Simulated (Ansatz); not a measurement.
# Structure relaxation, Te

The start is a generated cell, Te built in the trigonal-Se structure type. The cell and all atomic positions are relaxed at zero pressure with PBEsol (plane waves to 420 eV, PAW, scalar-relativistic; Ansatz, a quantum-chemistry and plane-wave program). The first steps use a coarse 5×5×4 k-mesh.

Initial structure:
```yaml
crystal:
  lattice:
    - [5.07784, 0.00000, 0.00000]
    - [-2.53892, 4.39754, 0.00000]
    - [0.00000, 0.00000, 5.76098]
  atoms:
    - { symbol: Te, position: [0.22540, 0.00000, 0.83333] }
    - { symbol: Te, position: [0.00000, 0.22540, 0.16667] }
    - { symbol: Te, position: [0.77460, 0.77460, 0.50000] }
```

**Question.** What is the largest force in the starting geometry, and on which atom (counted from 1)?

**Answer.** About 0.3 eV/Å, on Te1, Te2, Te3 (atoms numbered as listed).

**Question.** By how much does the energy per atom fall from start to end?

**Answer.** 0.14 eV/atom.

**Question.** How do the shortest distances between atoms change?

**Answer.** The closest pairs of elements (up to four, under 3.6 Å), start → end: Te–Te 2.76 → 2.91 Å.

**Question.** Is the relaxed structure metallic? Give its gap.

**Answer.** Zero, with touching bands (no spin-orbit coupling). The gap comes from the SCF mesh and the high-symmetry points alone.

The space group stays P3₁21 (No. 152) (the run could not lower it); the end is AFLOW prototype A_hP3_152_a (A8, as in Se), with 3 atoms in the primitive cell. Final values are on a 13×13×8 k-mesh of the relaxed cell. No spin polarisation in the result. Spin-orbit coupling is missing; with elements this heavy it can move band edges by tenths of an eV or more.

The run could not lose the symmetry of its start; a randomly shaken copy of 6 atoms returns to this structure.
